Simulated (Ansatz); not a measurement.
Bi$_{2}$Te$_{2}$S:
```xyz
5
Lattice="2.1152 1.2212 9.5325 -2.1152 1.2212 9.5325 0.0000 -2.4425 9.5325" Properties=species:S:1:pos:R:3 pbc="T T T"
Bi     0.0000     0.0000    11.5330
Bi     0.0000     0.0000    16.9232
Te     0.0000     0.0000    28.4554
Te     0.0000     0.0000    22.8179
S      0.0000     0.0000     6.0631
```

Relaxed with LDA.

**Question.** Which orbitals make up the states near the band edges in LDA in the plane-wave PAW code Ansatz?

**Answer.** Top 1 eV of the valence band: Te 5p 57 %, S 3p 26 %, Bi 6p 8 %, Bi 6s 6 %. Bottom 1 eV of the conduction band: Bi 6p 59 %, Te 5p 20 %, S 3p 8 %. Projections are on Löwdin-orthogonalised atomic valence shells; empty p or d shells of many metals are not among them.

**Question.** Tabulate the density of states.

**Answer.** States/eV per cell of 5 atoms, in 0.25 eV bins, energy from the valence-band maximum.

```
E (eV)  total  Te 5p  Bi 6p  S 3p
------  -----  -----  -----  ----
-7.85    0.09   0.00   0.00  0.00
-7.60    0.00   0.00   0.00  0.00
-7.35    0.00   0.00   0.00  0.00
-7.10    0.00   0.00   0.00  0.00
-6.85    0.00   0.00   0.00  0.00
-6.60    0.00   0.00   0.00  0.00
-6.35    0.00   0.00   0.00  0.00
-6.10    0.00   0.00   0.00  0.00
-5.85    0.00   0.00   0.00  0.00
-5.60    0.06   0.02   0.02  0.01
-5.35    1.01   0.40   0.40  0.19
-5.10    1.97   0.72   0.78  0.41
-4.85    1.90   0.68   0.73  0.43
-4.60    2.33   0.86   0.85  0.55
-4.35    2.91   1.06   1.04  0.71
-4.10    3.25   1.20   1.14  0.81
-3.85    4.29   1.62   1.44  1.08
-3.60    4.39   1.50   1.42  1.30
-3.35    4.31   1.52   1.37  1.20
-3.10    4.24   1.58   1.33  1.11
-2.85    4.42   1.68   1.35  1.15
-2.60    4.00   1.51   1.22  1.06
-2.35    3.56   1.52   1.03  0.78
-2.10    3.06   1.44   0.77  0.65
-1.85    2.73   1.40   0.57  0.57
-1.60    3.93   2.18   0.69  0.79
-1.35    3.85   2.33   0.47  0.77
-1.10    4.45   2.70   0.44  0.98
-0.85    5.14   3.08   0.45  1.21
-0.60    4.81   2.63   0.35  1.35
-0.35    1.30   0.70   0.12  0.33
-0.10    0.09   0.05   0.01  0.02
0.15     0.00   0.00   0.00  0.00
0.40     0.00   0.00   0.00  0.00
0.65     0.10   0.02   0.06  0.00
0.90     1.54   0.29   0.96  0.08
1.15     3.78   0.76   2.26  0.30
1.40     3.55   0.77   2.04  0.35
1.65     4.70   1.09   2.62  0.55
1.90     4.41   1.09   2.30  0.61
2.15     3.52   0.96   1.76  0.49
2.40     3.29   0.94   1.62  0.46
2.65     2.22   0.65   1.12  0.26
2.90     3.29   0.99   1.61  0.18
3.15     2.79   0.86   1.40  0.18
3.40     3.07   0.85   1.45  0.25
3.65     3.98   0.95   1.63  0.34
3.90     3.71   0.79   1.29  0.31
4.15     3.09   0.70   1.11  0.28
4.40     3.83   0.74   1.17  0.33
4.65     2.53   0.38   0.61  0.20
4.90     2.02   0.22   0.36  0.13
5.15     1.87   0.06   0.08  0.03
```

Space group R3m. The first step of the workflow began from a Materials Project structure, measured or hypothetical; the Crystallography Open Database copy checked does not list it. COD files the formula under space group No. 166. Whether it is the stable phase at ambient conditions was not checked. The LDA relaxation kept the symmetry of its start; whether a distortion lowers the energy is not shown. A crystal of weakly bound layers computed without a dispersion correction: the cell and the soft elastic constants depend strongly on that. Scalar-relativistic: spin–orbit coupling is off unless named, which matters more the heavier the elements.

Potentials: the later of the program's two PAW sets.
